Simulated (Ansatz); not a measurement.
In plane-wave PAW r²SCAN (Ansatz code), Zr$_{4}$Rh$_{2}$O in the cubic phase (Fd-3m; Zr on 16c, Zr on 48f, Rh on 32e, O on 16d) relaxes to a = 12.423 Å. O has 6 nearest neighbours from 2.31 Å (octahedral). Against the elements it lies at -1.36 eV/atom, with no fitted shifts.

Electronic character: metallic (no gap). Gap from r²SCAN with spin–orbit coupling: none (metallic). The magnetic state found is non-magnetic (starting moments vanished).

The bulk modulus is 165 GPa. Bader charges are Zr +1.44 to +1.46, Rh -2.17, O -1.48 e.

The start of the workflow was typed in or built on a structure type; neither database checked (COD, Materials Project) lists it. Its standing as an ambient phase is unchecked. The cell was relaxed with r²SCAN under the symmetry of its start; its stability against distortions is not shown here. The workflow began spin-polarised and lost its moments. The references are the lowest solids computed at this level, not always the standard phases (solids in place of the gases). Spin–orbit coupling is left out wherever it is not named.

Potentials: the later of the program's two PAW sets.
